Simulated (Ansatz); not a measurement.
**CsLi2: changing the functional**

The cell as given:

```
Cs Li
1.0
     3.96633    0.00000    0.00000
    -1.98317    3.43495    0.00000
     0.00000    0.00000   10.02838
Cs Li
1 2
Direct
  0.00000 0.00000 0.00000
  0.33333 0.66667 0.34863
  0.33333 0.66667 0.65137
```

The cell comes from a database or a generator and needn't be the stable form of this composition.

Kept alike: task relaxation of cell and atoms; k mesh 8 × 8 × 3; occupations fermi-dirac, width 0.05 eV; no spin polarisation. Program: Ansatz, Ansatz PAW, cutoff 420 eV. The mesh is that of the run's cell of 3 atoms. No spin-orbit coupling.

| run | volume (Å³/atom) | first edge of the run's cell (Å) | third edge of the run's cell (Å) |
| --- | --- | --- | --- |
| A | 49.805 | 4.126 | 10.132 |
| B | 41.461 | 3.823 | 9.826 |
| C | 45.477 | 3.981 | 9.940 |
| D | 52.250 | 4.236 | 10.086 |
| E | 50.658 | 4.156 | 10.161 |

The relaxations keep at least the cell's symmetry (P-6m2). For a metal such a mesh leaves the last digits unconverged. Relaxations stop with a little pressure left, so the last digits of a volume or edge aren't settled. Runs of this series that gave no sound value for these columns are left out. All rows use potentials made for PBE.

Question: The runs differ in the functional alone: BLYP; PBE; PBEsol; RPBE; revPBE. Which run is which?

Answer: Run A is revPBE; run B is PBEsol; run C is PBE; run D is BLYP; run E is RPBE. The volume runs from 41.461 (PBEsol) to 52.250 Å³/atom (BLYP). From PBE: BLYP +6.773; PBEsol -4.016; RPBE +5.181; revPBE +4.328. The first edge of the run's cell runs from 3.823 (PBEsol) to 4.236 Å (BLYP). From PBE: BLYP +0.255; PBEsol -0.158; RPBE +0.175; revPBE +0.145. The third edge of the run's cell runs from 9.826 (PBEsol) to 10.161 Å (RPBE). From PBE: BLYP +0.146; PBEsol -0.114; RPBE +0.221; revPBE +0.192.
